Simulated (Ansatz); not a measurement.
AlN:
```yaml
crystal:
  lattice:
    - [3.08881, 0.00000, 0.00000]
    - [-1.54441, 2.67499, 0.00000]
    - [0.00000, 0.00000, 4.94311]
  atoms:
    - { symbol: Al, position: [0.66667, 0.33333, 0.00359] }
    - { symbol: Al, position: [0.33333, 0.66667, 0.50359] }
    - { symbol: N, position: [0.66667, 0.33333, 0.62161] }
    - { symbol: N, position: [0.33333, 0.66667, 0.12161] }
```

Cartesian axes are those of the cell as given.

**Question.** Give the proper piezoelectric stress tensor with relaxed ions from DFT-LDA in the program Ansatz with PAW potentials.

**Answer.** In C/m², rows x, y, z, Voigt columns; mesh uncertainty up to 0.01.
```
 0.00   0.00   0.00   0.00   0.36   0.00
 0.00   0.00   0.00   0.36   0.00   0.00
 0.66   0.66  -1.67   0.00   0.00   0.00
```

The elastic tensor of the same run (GPa):

```
     1    2    3    4    5    6
-  ---  ---  ---  ---  ---  ---
1  396  143  112  0.0  0.0  0.0
2  143  396  112  0.0  0.0  0.0
3  112  112  370  0.0  0.0  0.0
4  0.0  0.0  0.0  116  0.0  0.0
5  0.0  0.0  0.0  0.0  116  0.0
6  0.0  0.0  0.0  0.0  0.0  126
```

**Question.** Convert to strain constants d = e·S.

**Answer.** In pC/N:
```
 0.0   0.0   0.0   0.0   3.1   0.0
 0.0   0.0   0.0   3.1   0.0   0.0
 2.5   2.5  -6.0   0.0   0.0   0.0
```

Space group P6_3mc (wurtzite). The cell was relaxed with LDA under the symmetry of its start; phonons on a q-mesh show no instability.

Potentials: the later of the program's two PAW sets.
